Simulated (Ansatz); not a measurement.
BeS (CsCl type, Pm-3m) at seven volumes, r²SCAN (plane waves, PAW; program Ansatz), scaled uniformly. One row is withheld.

| V (Å³/atom) | P (GPa) |
|---|---|
| 11.582 | 9.35 |
| 11.964 | 5.52 |
| 12.346 | 2.52 |
| 12.728 | 0.00 |
| 13.110 | ? |
| 13.492 | -4.34 |
| 13.873 | -6.17 |

Question: Fit the shown pressures and predict the withheld one.

Answer: P = (3/2)B₀(x^(7/2) − x^(5/2))[1 + (3/4)(B′ − 4)(x − 1)] with x = (V₀/V)^(2/3). Least squares on the six rows gives V₀ = 12.711 Å³/atom, B₀ = 82.9 GPa, B′ = 3.95. At V = 13.110, x = 0.9796 and P = -2.41 GPa. The run itself gave -2.26 GPa.

A made-up cell: these elements were put on the sites of a structure type; neither database checked (COD, Materials Project) lists it. COD files the formula under space group No. 216, so this cell is another polymorph or a model. Whether it is the stable phase at ambient conditions was not checked. Symmetry was held in the r²SCAN relaxation. At this level the phase is dynamically unstable (imaginary phonons).

Potentials: the later of the program's two PAW sets.
